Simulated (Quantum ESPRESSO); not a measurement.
# Au3Zr3HfMo: input and log of a self-consistent run

A calculation, not a measurement. The program is pw.x of Quantum ESPRESSO 7.5 (plane-wave density functional theory). The cell is made up: eight metal atoms on a hexagonal close-packed lattice, with elements, volume, strain and displacements drawn at random and not relaxed, so it may be unstable or far from any real phase. PseudoDojo standard norm-conserving files set the functional (PBE unless stated); there is no spin polarisation or spin-orbit coupling, the Fermi-Dirac width of 0.25 eV means electrons at about 2900 K, and the masses in the input are unused placeholders. Heavy elements are run without spin-orbit coupling, which real alloys of them have. A spin test at this wide smearing found no moment, but such smearing suppresses magnetism that the real alloy may have.

Input:

```
&control calculation='scf', pseudo_dir='./dojo.nc.sr.pbe.v0_5.standard.upf', outdir='./o', disk_io='minimal', tprnfor=.true., tstress=.true. /
&system ibrav=0, nat=8, ntyp=4, nbnd=74, ecutwfc=82.02448710, nosym=.true., tot_charge=0,
 occupations='smearing', smearing='fd', degauss=0.0183746611
/
&electrons conv_thr=1.470e-08, electron_maxstep=70, mixing_beta=0.5 /
ATOMIC_SPECIES
Au 1.0 Au.upf
Hf 1.0 Hf.upf
Mo 1.0 Mo.upf
Zr 1.0 Zr.upf
CELL_PARAMETERS angstrom
0.0 5.4485 0.0
3.1457 0.0 5.1949
3.1457 0.0 -5.1949
ATOMIC_POSITIONS angstrom
Au -0.0622 -0.082 0.0592
Zr 3.1951 0.076 -0.0736
Au 3.2055 1.7757 -2.6177
Hf 3.1174 1.762 2.617
Zr 1.5721 2.7763 0.0208
Au 4.6579 2.6342 -0.0215
Zr 1.5841 4.6286 -2.605
Mo 1.5763 4.6384 2.4926
K_POINTS automatic
4 4 4 1 1 1
```

The log is shortened where brackets say so; the opening notice, blank lines, dates and the lines on written files are dropped, and the path of the files is cut. It prints rydbergs, bohrs and kilobars, and counts compression as positive stress. Its total energy is the free energy E - TS of the whole cell.

```
     Program PWSCF v.7.5
     Parallel version (MPI & OpenMP), running on       4 processor cores
     Number of MPI processes:                 4
     Threads/MPI process:                     1
     [start-up lines left out]
     bravais-lattice index     =            0
     lattice parameter (alat)  =      10.2962  a.u.
     unit-cell volume          =    1201.7055 (a.u.)^3
     number of atoms/cell      =            8
     number of atomic types    =            4
     number of electrons       =       119.00
     number of Kohn-Sham states=           74
     kinetic-energy cutoff     =      82.0245  Ry
     charge density cutoff     =     328.0979  Ry
     scf convergence threshold =      1.5E-08
     mixing beta               =       0.5000
     number of iterations used =            8  plain     mixing
     Exchange-correlation= PBE
                           (   1   4   3   4   0   0   0)
     [axes and pseudopotential details left out]
   Cartesian axes
     site n.     atom                  positions (alat units)
         1        Au     tau(   1) = (  -0.0114160  -0.0150500   0.0108654  )
         2        Zr     tau(   2) = (   0.5864183   0.0139488  -0.0135083  )
         3        Au     tau(   3) = (   0.5883271   0.3259062  -0.4804442  )
         4        Hf     tau(   4) = (   0.5721575   0.3233918   0.4803157  )
         5        Zr     tau(   5) = (   0.2885381   0.5095531   0.0038176  )
         6        Au     tau(   6) = (   0.8548958   0.4834725  -0.0039460  )
         7        Zr     tau(   7) = (   0.2907406   0.8495182  -0.4781132  )
         8        Mo     tau(   8) = (   0.2893090   0.8513169   0.4574837  )
     number of k points=    32  Fermi-Dirac smearing, width (Ry)=  0.0184
                       cart. coord. in units 2pi/alat
        k(    1) = (   0.2165059   0.1250000   0.0000000), wk =   0.0625000
        k(    2) = (   0.4330117   0.1250000  -0.1311021), wk =   0.0625000
     [further k points left out]
     Dense  grid:   120589 G-vectors     FFT dimensions: (  60,  72,  72)
     Estimated max dynamical RAM per process >     360.16 MB
     Estimated total dynamical RAM >       1.32 GB
     Initial potential from superposition of free atoms
     starting charge     118.9893, renormalised to     119.0000
     Starting wfcs are   80 randomized atomic wfcs
     total cpu time spent up to now is        5.7 secs
     per-process dynamical memory:   251.9 Mb
     Self-consistent Calculation
     iteration #  1     ecut=    82.02 Ry     beta= 0.50
     Davidson diagonalization with overlap
     ethr =  1.00E-02,  avg # of iterations =  2.6
     total cpu time spent up to now is       16.5 secs
     total energy              =   -1444.63956409 Ry
     estimated scf accuracy    <       3.14374009 Ry
     iteration #  2     ecut=    82.02 Ry     beta= 0.50
     Davidson diagonalization with overlap
     ethr =  2.64E-03,  avg # of iterations =  4.1
     total cpu time spent up to now is       29.3 secs
     total energy              =   -1444.81669881 Ry
     estimated scf accuracy    <      16.01171328 Ry
     iteration #  3     ecut=    82.02 Ry     beta= 0.50
     Davidson diagonalization with overlap
     ethr =  2.64E-03,  avg # of iterations =  2.9
     total cpu time spent up to now is       40.1 secs
     total energy              =   -1446.02804611 Ry
     estimated scf accuracy    <       4.59917097 Ry
     iteration #  4     ecut=    82.02 Ry     beta= 0.50
     Davidson diagonalization with overlap
     ethr =  2.64E-03,  avg # of iterations =  2.0
     total cpu time spent up to now is       49.6 secs
     total energy              =   -1446.36611802 Ry
     estimated scf accuracy    <       0.22650568 Ry
     iteration #  5     ecut=    82.02 Ry     beta= 0.50
     Davidson diagonalization with overlap
     ethr =  1.90E-04,  avg # of iterations =  5.8
     total cpu time spent up to now is       61.6 secs
     total energy              =   -1446.38184550 Ry
     estimated scf accuracy    <       0.04382282 Ry
     [iterations 6 to 13 left out]
     iteration # 14     ecut=    82.02 Ry     beta= 0.50
     Davidson diagonalization with overlap
     ethr =  1.34E-09,  avg # of iterations =  3.4
     total cpu time spent up to now is      163.1 secs
     total energy              =   -1446.39684626 Ry
     estimated scf accuracy    <       0.00000427 Ry
     iteration # 15     ecut=    82.02 Ry     beta= 0.50
     Davidson diagonalization with overlap
     ethr =  1.34E-09,  avg # of iterations =  2.0
     total cpu time spent up to now is      172.7 secs
     total energy              =   -1446.39684654 Ry
     estimated scf accuracy    <       0.00000003 Ry
     iteration # 16     ecut=    82.02 Ry     beta= 0.50
     Davidson diagonalization with overlap
     ethr =  2.48E-11,  avg # of iterations =  5.5
     total cpu time spent up to now is      185.7 secs
     total energy              =   -1446.39684654 Ry
     estimated scf accuracy    <       0.00000001 Ry
     iteration # 17     ecut=    82.02 Ry     beta= 0.50
     Davidson diagonalization with overlap
     ethr =  1.24E-11,  avg # of iterations =  2.4
     total cpu time spent up to now is      196.4 secs
     total energy              =   -1446.39684654 Ry
     estimated scf accuracy    <       0.00000002 Ry
     iteration # 18     ecut=    82.02 Ry     beta= 0.50
     Davidson diagonalization with overlap
     ethr =  1.24E-11,  avg # of iterations =  2.0
     total cpu time spent up to now is      206.1 secs
     End of self-consistent calculation
     [lines on levels left out]
!    total energy              =   -1446.39684654 Ry
     estimated scf accuracy    <          5.1E-09 Ry
     smearing contrib. (-TS)   =      -0.13861030 Ry
     internal energy E=F+TS    =   -1446.25823625 Ry
     The total energy is F=E-TS. E is the sum of the following terms:
     one-electron contribution =    -496.11385656 Ry
     hartree contribution      =     293.18475064 Ry
     xc contribution           =    -264.74824656 Ry
     ewald contribution        =    -978.58088377 Ry
     convergence has been achieved in  18 iterations
     Forces acting on atoms (cartesian axes, Ry/au):
     atom    1 type  1   force =     0.01827497    0.00106613   -0.01867170
     atom    2 type  4   force =     0.02305913   -0.01559221    0.00037106
     atom    3 type  1   force =    -0.01328611    0.00842728    0.00639521
     atom    4 type  2   force =    -0.02960762    0.01195535    0.00511174
     atom    5 type  4   force =    -0.02285115    0.01091136    0.01548905
     atom    6 type  1   force =    -0.00220313    0.01852576    0.00425957
     atom    7 type  4   force =     0.00462760   -0.02942942   -0.01276600
     atom    8 type  3   force =     0.02198631   -0.00586425   -0.00018892
     Total force =     0.074890     Total SCF correction =     0.000167
     Computing stress (Cartesian axis) and pressure
          total   stress  (Ry/bohr**3)                   (kbar)     P=     -114.77
  -0.00086465  -0.00007048   0.00017868         -127.19      -10.37       26.28
  -0.00007048  -0.00070113   0.00004741          -10.37     -103.14        6.97
   0.00017868   0.00004741  -0.00077474           26.28        6.97     -113.97
     init_run     :      5.30s CPU      5.54s WALL (       1 calls)
     electrons    :    195.70s CPU    200.43s WALL (       1 calls)
     forces       :      1.71s CPU      1.73s WALL (       1 calls)
     stress       :      5.81s CPU      5.94s WALL (       1 calls)
     [timing details left out]
     PWSCF        :   3m28.69s CPU   3m33.85s WALL
     JOB DONE.
```

In other units: free energy -19679.232 eV for the cell, pressure -11.48 GPa, largest force component 0.761 eV/Å in size. The run took 216 s of wall time with four MPI processes on a shared machine (Intel Xeon, 2023 or later, virtual cores), so the time is rough. A rerun of this cell at a higher cutoff and on a denser mesh moved values by no more than 0.002 eV in energy, 0.02 GPa in stress and 0.008 eV/Å in force, and a second program with other atomic files agreed on that cell to 2 % rms in force and 0.5 GPa in pressure.